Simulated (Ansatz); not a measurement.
Ga₂Pt:
Space group Fm-3m (No. 225); a = b = c = 5.933 Å, α = β = γ = 90.00°

```csv
atom,site,symmetry,x,y,z
Pt,4a,m-3m,0.0000,0.0000,0.0000
Ga,8c,-43m,0.2500,0.2500,0.2500
```
(The calculation used a cell of 3 atoms; values per cell refer to that cell.)

Relaxed with r²SCAN.

**Question.** Which orbitals make up the states near the Fermi level in r²SCAN in the plane-wave PAW code Ansatz?

**Answer.** Within 0.5 eV of the Fermi level: Ga 4p 60 %, Pt 5d 21 %, Ga 4s 12 %. Projections are on Löwdin-orthogonalised atomic valence shells; empty p or d shells of many metals are not among them.

**Question.** Tabulate the density of states.

**Answer.** States/eV per cell of 3 atoms, in 0.25 eV bins, energy from the Fermi level.

```csv
E (eV),total,Pt 5d,Ga 4p,Ga 4s
-7.85,0.53,0.08,0.14,0.25
-7.60,0.48,0.08,0.11,0.25
-7.35,0.64,0.09,0.15,0.37
-7.10,2.69,0.63,0.59,1.41
-6.85,2.42,1.02,0.35,1.01
-6.60,1.21,0.59,0.19,0.41
-6.35,0.82,0.42,0.17,0.21
-6.10,0.65,0.33,0.17,0.12
-5.85,0.59,0.28,0.19,0.08
-5.60,0.64,0.28,0.24,0.07
-5.35,0.83,0.40,0.30,0.07
-5.10,3.28,2.23,0.92,0.07
-4.85,4.88,3.67,1.08,0.05
-4.60,2.71,2.03,0.56,0.03
-4.35,2.44,1.74,0.54,0.05
-4.10,2.93,2.15,0.55,0.08
-3.85,4.40,3.58,0.58,0.09
-3.60,4.55,4.04,0.32,0.03
-3.35,6.31,5.78,0.27,0.05
-3.10,2.07,1.51,0.31,0.11
-2.85,1.23,0.74,0.26,0.10
-2.60,0.88,0.42,0.26,0.09
-2.35,0.79,0.34,0.27,0.09
-2.10,1.03,0.43,0.39,0.12
-1.85,1.03,0.37,0.45,0.12
-1.60,0.95,0.32,0.44,0.12
-1.35,0.97,0.30,0.48,0.12
-1.10,1.07,0.31,0.56,0.12
-0.85,1.25,0.36,0.68,0.12
-0.60,1.19,0.31,0.67,0.12
-0.35,1.14,0.27,0.67,0.12
-0.10,1.10,0.24,0.66,0.12
0.15,1.06,0.21,0.64,0.13
0.40,1.04,0.18,0.63,0.15
0.65,1.14,0.17,0.61,0.29
0.90,0.89,0.12,0.58,0.12
1.15,0.79,0.08,0.56,0.08
1.40,0.63,0.07,0.42,0.07
1.65,0.52,0.05,0.32,0.08
1.90,0.52,0.06,0.28,0.12
2.15,0.62,0.11,0.26,0.20
2.40,0.68,0.13,0.27,0.23
2.65,0.78,0.14,0.31,0.27
2.90,1.04,0.16,0.44,0.37
3.15,1.48,0.18,0.64,0.54
3.40,1.74,0.18,0.78,0.64
3.65,1.18,0.13,0.55,0.40
3.90,0.83,0.09,0.40,0.26
4.15,0.49,0.05,0.24,0.14
4.40,0.32,0.03,0.16,0.09
4.65,0.72,0.06,0.28,0.19
```

The workflow started from an entry of the Crystallography Open Database (COD). Whether it is the stable phase at ambient conditions was not checked. The r²SCAN relaxation kept the symmetry of its start; whether a distortion lowers the energy is not shown. The run is not spin-polarised. Spin–orbit coupling is left out wherever it is not named.

Potentials: the later of the program's two PAW sets.
